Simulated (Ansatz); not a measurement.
Trial structure of In₅Sb₂As₃, not yet relaxed:

```yaml
crystal:
  lattice:
    - [6.66287, 0.00000, 0.00000]
    - [0.00000, 5.67657, 0.00000]
    - [-0.26962, 0.00000, 6.85681]
  atoms:
    - { symbol: In, position: [0.00000, 0.00000, 0.00000] }
    - { symbol: In, position: [0.40000, 0.00000, 0.20000] }
    - { symbol: In, position: [0.80000, 0.00000, 0.40000] }
    - { symbol: In, position: [0.20000, 0.00000, 0.60000] }
    - { symbol: In, position: [0.60000, 0.00000, 0.80000] }
    - { symbol: Sb, position: [0.25000, 0.50000, 0.50000] }
    - { symbol: Sb, position: [0.05000, 0.50000, 0.90000] }
    - { symbol: As, position: [0.85000, 0.50000, 0.30000] }
    - { symbol: As, position: [0.65000, 0.50000, 0.70000] }
    - { symbol: As, position: [0.45000, 0.50000, 0.10000] }
```

Method: Ansatz, DFT PBE, scalar-relativistic, plane waves, PAW. Plane waves to 420 eV, a k mesh through Γ of 4×4×4 on the computed 10-atom cell and Gaussian smearing (0.10 eV); no spin polarisation.

The zero of energy is the elements' standard structures at the same level; no fitted shifts are applied.

Question: Estimate its pressure, forces and energy as it stands.

Answer: The pressure is 0.4 GPa (the mean over three directions, positive in compression), the largest force is 0.56 eV/Å, and the energy is +0.14 eV/atom against the elements. The shortest distance is 2.94 Å.

Question: How much does it gain on relaxing, and where does it end?

Answer: Relaxing gains under 0.1 eV/atom (the start's value is from the coarse mesh, so the gain is rough) in 23 ionic steps and ends at +0.10 eV/atom on the finer mesh. The symmetry stays Pm (No. 6). The volume per atom grows by 1.5 %, from 25.9 to 26.3 Å³. The shortest distance goes from 2.94 Å (In–As and In–Sb) to 2.52 Å (As–As). Conventional cell: a = 6.528 Å, b = 5.508 Å, c = 7.321 Å, β = 90.9°. In on its first site is surrounded by 3 In at 2.98–3.13 Å, 2 Sb at 3.23 Å, 2 As at 3.28 Å and 1 In at 3.37 Å; around Sb on its first site lie 3 As at 2.93–2.95 Å, 4 In at 3.20–3.24 Å and 1 Sb at 3.39 Å; around As on its first site lie 1 As at 2.52 Å, 1 Sb at 2.93 Å, 2 In at 3.07 Å, 1 As at 3.10 Å, 2 In at 3.28 Å and 1 Sb at 3.48 Å; 7 more sites not described.

The last run used a 6×8×6 mesh (in the run's order of axes) for its 10-atom cell and Gaussian smearing of 0.10 eV. These runs have no spin–orbit coupling, which can matter for Sb. The reference form of As is held partly by dispersion forces, which this level lacks. The relaxation can't lower the symmetry of the start. A later test with randomly moved atoms ended 5 meV/atom lower on a coarse mesh, in P1 at a loose tolerance, which is no clear verdict on its stability.
